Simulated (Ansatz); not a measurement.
Question: Volume from PBE minus that from PBEsol (% of the latter), each on its own relaxed cell (Ansatz, a quantum-chemistry and plane-wave program, plane waves, PAW; no spin–orbit coupling, no Hubbard U), over 14 phases of the class «hydrides and hydroxides»: what sign and size do you expect?

Answer: Mean 4.3 %, median 4.5 %, mean absolute 4.3 %; eight in ten lie between 2.2 and 6.2 %, and 100 % are above zero.

The phases are those computed here (of each formula those with measured values and the lowest at some level), not a balanced benchmark, and neither functional is the truth. Pairs that end in unlike spin orders or unlike minima (c/a over 6 % apart, 30 % for weakly bound crystals), magnets with 4f shells, solids of gases and phases set aside for tests are left out.

1 of the phases carry moments, in the orders computed and without U.

All cells were relaxed under the symmetry of their starts (and spin orders); stability against distortions was not tested throughout.

Potentials: the later of the program's two PAW sets.

Ansatz is a plane-wave DFT program.
